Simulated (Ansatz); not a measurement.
Cell and atoms are relaxed with the symmetry kept. Start:

```cif
data_structure
_symmetry_space_group_name_H-M 'P 1'
_symmetry_Int_Tables_number 1
_cell_length_a 6.4030
_cell_length_b 6.4030
_cell_length_c 6.4030
_cell_angle_alpha 60.000
_cell_angle_beta 60.000
_cell_angle_gamma 60.000
_cell_volume 185.62
loop_
_atom_site_label
_atom_site_type_symbol
_atom_site_fract_x
_atom_site_fract_y
_atom_site_fract_z
_atom_site_occupancy
Zn1 Zn 0.25000 0.25000 0.25000 1
Zn2 Zn 0.00000 0.00000 0.00000 1
In1 In 0.62500 0.62500 0.12500 1
In2 In 0.62500 0.12500 0.62500 1
In3 In 0.12500 0.62500 0.62500 1
In4 In 0.62500 0.62500 0.62500 1
O1 O 0.38111 0.38111 0.38111 1
O2 O 0.85669 0.38111 0.38111 1
O3 O 0.38111 0.85669 0.38111 1
O4 O 0.38111 0.38111 0.85669 1
O5 O 0.86889 0.86889 0.39332 1
O6 O 0.86889 0.39332 0.86889 1
O7 O 0.86889 0.86889 0.86889 1
O8 O 0.39332 0.86889 0.86889 1
```

The calculation used DFT r2SCAN, scalar-relativistic, plane waves, PAW (Ansatz).

Cutoff 500 eV; k points 6×6×6 on the computed 14-atom cell (Γ-centred); Gaussian smearing, width 0.02 eV; no spin polarisation.

Task: What does it relax to?

Result: The volume drops by 0.56 Å³/atom to 12.70 Å³/atom, and the energy falls by 11.9 meV/atom. Final structure:
```yaml
crystal:
  lattice:
    - [0.00000, 4.46253, 4.46253]
    - [4.46253, 0.00000, 4.46253]
    - [4.46253, 4.46253, 0.00000]
  atoms:
    - { symbol: Zn, position: [0.25000, 0.25000, 0.25000] }
    - { symbol: Zn, position: [0.00000, 0.00000, 0.00000] }
    - { symbol: In, position: [0.62500, 0.62500, 0.12500] }
    - { symbol: In, position: [0.62500, 0.12500, 0.62500] }
    - { symbol: In, position: [0.12500, 0.62500, 0.62500] }
    - { symbol: In, position: [0.62500, 0.62500, 0.62500] }
    - { symbol: O, position: [0.38097, 0.38097, 0.38097] }
    - { symbol: O, position: [0.85708, 0.38097, 0.38097] }
    - { symbol: O, position: [0.38097, 0.85708, 0.38097] }
    - { symbol: O, position: [0.38097, 0.38097, 0.85708] }
    - { symbol: O, position: [0.86903, 0.86903, 0.39292] }
    - { symbol: O, position: [0.86903, 0.39292, 0.86903] }
    - { symbol: O, position: [0.86903, 0.86903, 0.86903] }
    - { symbol: O, position: [0.39292, 0.86903, 0.86903] }
```

Cost: 1 run of about 5.8 core-minutes, on Intel Xeon Processor @ 2.50GHz (Skylake/Cascade Lake) (shared hosts).